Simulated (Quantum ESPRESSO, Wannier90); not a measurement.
# Wannierisation of Rb2HgF4 (I4/mmm)

Structure: Materials Project mp-8962, symmetrised, not relaxed again. Not found in the COD (Crystallography Open Database) copy used; not checked further. Level: LDA, no spin polarisation, no spin-orbit coupling; pw.x of Quantum ESPRESSO at 68 Ry with PseudoDojo potentials, 4×4×4 k-points, Wannier90. Density: 8×8×8 mesh, cold smearing 0.01 Ry. Spin-orbit coupling is left out although heavy elements are present.

On the energy scale of pw.x, whose zero is arbitrary, the valence-band maximum lies at 3.62 eV.

Input w.win:

```
num_bands = 2
num_wann = 2
exclude_bands = 1-8,11-53
num_iter = 1000
conv_tol = 1.0e-6
conv_window = 4
write_hr = true
write_u_matrices = true
auto_projections = true
begin unit_cell_cart
ang
    0.0000000000   -4.5832000000    0.0000000000
    4.5832000000    0.0000000000    0.0000000000
   -2.2916000000    2.2916000000    6.8830950000
end unit_cell_cart
begin atoms_frac
Rb   0.3591400000  0.3591400000 -0.2817200000
Rb  -0.3591400000 -0.3591400000  0.2817200000
Hg   0.0000000000  0.0000000000  0.0000000000
F    0.1638400000  0.1638400000  0.3276800000
F   -0.1638400000 -0.1638400000 -0.3276800000
F    0.0000000000  0.5000000000  0.0000000000
F    0.5000000000  0.0000000000  0.0000000000
end atoms_frac
mp_grid = 4 4 4
begin kpoints
0.0000000000 0.0000000000 0.0000000000
0.0000000000 0.0000000000 0.2500000000
0.0000000000 0.0000000000 0.5000000000
... (61 more lines: the 4x4x4 mesh through Gamma)
end kpoints
```

Input of pw2wannier90.x that gives the overlap and projection files (equivalent; here they were cut from one run over all bands):

```
&inputpp
  outdir = './out'
  prefix = 'pwscf'
  seedname = 'w'
  write_amn = .true.
  write_mmn = .true.
  scdm_proj = .true.
  scdm_entanglement = 'isolated'
/
```

Output w.wout (banner and timings cut):

```
                                    ------
                                    SYSTEM
                                    ------

                              Lattice Vectors (Ang)
                    a_1     0.000000  -4.583200   0.000000
                    a_2     4.583200   0.000000   0.000000
                    a_3    -2.291600   2.291600   6.883095

                   Unit Cell Volume:     144.58438  (Ang^3)

                        Reciprocal-Space Vectors (Ang^-1)
                    b_1     0.000000  -1.370917   0.456422
                    b_2     1.370917   0.000000   0.456422
                    b_3    -0.000000   0.000000   0.912843

 *----------------------------------------------------------------------------*
 |   Site       Fractional Coordinate          Cartesian Coordinate (Ang)     |
 +----------------------------------------------------------------------------+
 | rb   1   0.35914   0.35914  -0.28172   |    2.29160  -2.29160  -1.93911    |
 | rb   2  -0.35914  -0.35914   0.28172   |   -2.29160   2.29160   1.93911    |
 | hg   1   0.00000   0.00000   0.00000   |    0.00000   0.00000   0.00000    |
 | f    1   0.16384   0.16384   0.32768   |    0.00000   0.00000   2.25545    |
 | f    2  -0.16384  -0.16384  -0.32768   |    0.00000   0.00000  -2.25545    |
 | f    3   0.00000   0.50000   0.00000   |    2.29160   0.00000   0.00000    |
 | f    4   0.50000   0.00000   0.00000   |    0.00000  -2.29160   0.00000    |
 *----------------------------------------------------------------------------*
                                ------------
                                K-POINT GRID
                                ------------

             Grid size =  4 x  4 x  4      Total points =   64

 *---------------------------------- MAIN ------------------------------------*
 |  Number of Wannier Functions               :                 2             |
 |  Number of Objective Wannier Functions     :                 2             |
 |  Number of input Bloch states              :                 2             |
 |  Output verbosity (1=low, 5=high)          :                 1             |
 |  Timing Level (1=low, 5=high)              :                 1             |
 |  Optimisation (0=memory, 3=speed)          :                 3             |
 |  Length Unit                               :               Ang             |
 |  Post-processing setup (write *.nnkp)      :                 F             |
 |  Using Gamma-only branch of algorithms     :                 F             |
 *----------------------------------------------------------------------------*
 *------------------------------- WANNIERISE ---------------------------------*
 |  Total number of iterations                :              1000             |
 |  Number of CG steps before reset           :                 5             |
 |  Trial step length for line search         :             2.000             |
 |  Convergence tolerence                     :         0.100E-05             |
 |  Convergence window                        :                 4             |
 |  Iterations between writing output         :                 1             |
 |  Iterations between backing up to disk     :               100             |
 |  Write r^2_nm to file                      :                 F             |
 |  Write xyz WF centres to file              :                 F             |
 |  Write on-site energies <0n|H|0n> to file  :                 F             |
 |  Use guiding centre to control phases      :                 F             |
 |  Use phases for initial projections        :                 F             |
 *----------------------------------------------------------------------------*
 *-------------------------------- PLOTTING ----------------------------------*
 |  Plotting Hamiltonian in WF basis          :                 T             |
 *----------------------------------------------------------------------------*

       ... (k-mesh section left out)

 Starting a new Wannier90 calculation ...

 Reading overlaps from w.mmn

 Reading projections from w.amn

 *------------------------------- WANNIERISE ---------------------------------*
 +--------------------------------------------------------------------+<-- CONV
 | Iter  Delta Spread     RMS Gradient      Spread (Ang^2)            |<-- CONV
 +--------------------------------------------------------------------+<-- CONV

 ------------------------------------------------------------------------------
 Initial State
  WF centre and spread    1  ( -0.000000,  0.000000, -2.230141 )     0.44465989
  WF centre and spread    2  (  0.000000, -0.000000,  2.230141 )     0.44465989
  Sum of centres and spreads ( -0.000000,  0.000000, -0.000000 )     0.88931977

      0     0.889E+00     0.0000000000        0.8893197731  <-- CONV
        O_D=      0.0000162 O_OD=      0.0000391 O_TOT=      0.8893198 <-- SPRD
 ------------------------------------------------------------------------------
      1    -0.987E-06     0.0017045529        0.8893187863  <-- CONV
        O_D=      0.0000152 O_OD=      0.0000391 O_TOT=      0.8893188 <-- SPRD
      2    -0.177E-08     0.0000925697        0.8893187845  <-- CONV
        O_D=      0.0000152 O_OD=      0.0000391 O_TOT=      0.8893188 <-- SPRD
      3    -0.152E-09     0.0000229888        0.8893187844  <-- CONV
        O_D=      0.0000152 O_OD=      0.0000391 O_TOT=      0.8893188 <-- SPRD
      4    -0.374E-10     0.0000091483        0.8893187843  <-- CONV
        O_D=      0.0000152 O_OD=      0.0000391 O_TOT=      0.8893188 <-- SPRD
             <<<     Delta < 1.000E-06  over  4 iterations     >>>
             <<< Wannierisation convergence criteria satisfied >>>
 Final State
  WF centre and spread    1  ( -0.000000,  0.000000, -2.230141 )     0.44465939
  WF centre and spread    2  (  0.000000, -0.000000,  2.230141 )     0.44465939
  Sum of centres and spreads ( -0.000000,  0.000000, -0.000000 )     0.88931878

         Spreads (Ang^2)       Omega I      =     0.889264448
        ================       Omega D      =     0.000015186
                               Omega OD     =     0.000039150
    Final Spread (Ang^2)       Omega Total  =     0.889318784
```
